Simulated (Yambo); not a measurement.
KHF₂ (space group I4/mcm, No. 140): one transition space (4×4×4 mesh, 12 valence and 10 conduction bands, Tamm-Dancoff) with different kernels in Yambo, on PBEsol orbitals; field along x. BSE alone uses the static screening with 63 bands and a 3 Ry block; its scissor and those of RPA and TDDFT come from G0W0, that of the TDHF-type run from bare exchange. Axes are Cartesian, with cell vectors (Å) (-2.80, 2.80, 3.35), (2.80, -2.80, 3.35), (2.80, 2.80, -3.35).

| kernel | scissor (eV) | direct gap with it (eV) | lowest state (eV) |
|---|---|---|---|
| BSE (screened electron-hole attraction) | 4.30 | 11.54 | ___ |
| TDHF-type (unscreened attraction, exchange-only scissor) | 12.37 | 19.61 | ___ |
| RPA (no attraction) | 4.30 | 11.54 | 11.54 (dark) |

Problem. Some entries are withheld; supply them.

Solution. 
- BSE (screened electron-hole attraction), lowest state (eV): 9.71 (dark)
- TDHF-type (unscreened attraction, exchange-only scissor), lowest state (eV): 14.83 (dark)

RPA leaves the lowest state at the direct gap: no bound exciton. These are vertical excitations (zero momentum). Spin singlets only. Strong means a line over 3 % of the spectrum's maximum, dark under 0.03 %. Absolute energies carry the error of the G0W0 scissor, whose convergence isn't established; the long-wavelength screening was taken along (1,1,1) although the crystal is anisotropic. Convergence of the binding with the mesh was not shown.

Geometry of the Materials Project entry, not relaxed at this level; primitive cell a = 5.1880 Å, b = 5.1880 Å, c = 5.1880 Å, α = 114.69°, β = 114.69°, γ = 99.48°.
